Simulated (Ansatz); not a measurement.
Mg$_{4}$Te$_{3}$S:
```
CELL_PARAMETERS angstrom
      4.41227     0.00000     0.00000
      0.00000     8.89225     0.00000
      0.00000     0.00000     6.16680
ATOMIC_POSITIONS crystal
  Mg 0.00000 0.27397 0.98137
  Mg 0.00000 0.72603 0.98137
  Mg 0.50000 0.00000 0.48443
  Mg 0.50000 0.50000 0.54743
  Te 0.50000 0.26477 0.25124
  Te 0.50000 0.73523 0.25124
  Te 0.00000 0.00000 0.75548
  S  0.00000 0.50000 0.74743
```

Relaxed with PBEsol. Independent-particle spectrum: no excitons, no local fields, no scissors shift; 0.1 eV broadening; ε₁ of the summed bands alone.

Task: Tabulate the dielectric function from PBEsol (plane waves, PAW; program Ansatz).

Result: 

| E (eV) | ε₁ xx | ε₂ xx | ε₁ yy | ε₂ yy | ε₁ zz | ε₂ zz |
|---|---|---|---|---|---|---|
| 0.0 | 5.90 | 0.00 | 5.97 | 0.00 | 5.98 | 0.00 |
| 0.4 | 5.93 | 0.00 | 6.01 | 0.00 | 6.01 | 0.00 |
| 0.8 | 6.04 | 0.00 | 6.11 | 0.00 | 6.12 | 0.00 |
| 1.2 | 6.23 | 0.00 | 6.30 | 0.00 | 6.32 | 0.00 |
| 1.6 | 6.56 | 0.00 | 6.61 | 0.00 | 6.64 | 0.00 |
| 2.0 | 7.02 | 0.36 | 7.18 | 0.04 | 7.25 | 0.02 |
| 2.4 | 7.29 | 0.39 | 7.64 | 0.42 | 7.88 | 0.77 |
| 2.8 | 8.21 | 0.41 | 8.48 | 0.44 | 8.24 | 1.02 |
| 3.2 | 9.71 | 0.95 | 9.94 | 1.49 | 9.35 | 1.14 |
| 3.6 | 11.82 | 2.47 | 11.51 | 3.11 | 11.77 | 3.48 |
| 4.0 | 12.53 | 6.72 | 13.52 | 6.65 | 12.29 | 6.62 |
| 4.4 | 9.73 | 12.12 | 10.32 | 12.94 | 9.57 | 12.69 |
| 4.8 | 4.60 | 14.79 | 2.49 | 14.63 | 3.18 | 12.89 |
| 5.2 | 0.58 | 10.21 | 0.17 | 10.32 | 0.48 | 10.46 |
| 5.6 | 0.31 | 8.19 | -0.24 | 7.70 | 0.90 | 8.10 |
| 6.0 | 0.24 | 8.76 | -0.34 | 8.56 | 0.01 | 8.01 |
| 6.4 | -2.16 | 8.63 | -2.26 | 8.12 | -1.45 | 8.97 |
| 6.8 | -3.47 | 6.48 | -3.21 | 5.95 | -3.83 | 6.58 |
| 7.2 | -3.26 | 4.61 | -3.00 | 4.54 | -3.20 | 4.41 |
| 7.6 | -2.64 | 3.54 | -2.78 | 3.38 | -2.62 | 3.52 |
| 8.0 | -2.65 | 3.01 | -2.31 | 2.90 | -2.37 | 2.96 |
| 8.4 | -2.35 | 2.35 | -2.12 | 2.48 | -2.24 | 2.38 |
| 8.8 | -2.04 | 2.08 | -2.05 | 1.97 | -1.90 | 1.96 |
| 9.2 | -1.91 | 1.56 | -1.83 | 1.68 | -1.84 | 1.80 |
| 9.6 | -1.59 | 1.25 | -1.62 | 1.34 | -1.60 | 1.31 |
| 10.0 | -1.35 | 1.01 | -1.39 | 1.02 | -1.38 | 1.10 |
| 10.4 | -1.12 | 0.91 | -1.16 | 0.87 | -1.16 | 0.90 |
| 10.8 | -1.00 | 0.78 | -0.94 | 0.72 | -1.00 | 0.76 |
| 11.2 | -0.81 | 0.56 | -0.77 | 0.61 | -0.80 | 0.58 |
| 11.6 | -0.58 | 0.51 | -0.59 | 0.53 | -0.59 | 0.51 |
| 12.0 | -0.44 | 0.46 | -0.44 | 0.50 | -0.43 | 0.48 |

Task: From ε at 2.4 eV (xx: 7.29 + 0.39i), find n, k, the normal reflectivity and the absorption coefficient.

Result: n = 2.70, k = 0.072, R = 21 %, α = 2kE/ħc = 18000 cm⁻¹.

With all bands, ε∞ without local fields is 5.96 (xx), 6.04 (yy), 6.04 (zz). DFPT, with local fields, gives 5.40 (xx), 5.41 (yy), 5.40 (zz).

Space group Pmm2. The workflow started from a Materials Project entry (that database holds measured and hypothetical structures alike); the Crystallography Open Database copy checked does not list it. Its standing as an ambient phase is unchecked. The cell was relaxed with PBEsol under the symmetry of its start; of distortions, only those at the zone centre were tested. Scalar-relativistic: spin–orbit coupling is off unless named, which matters more the heavier the elements.

Potentials: the later of the program's two PAW sets.
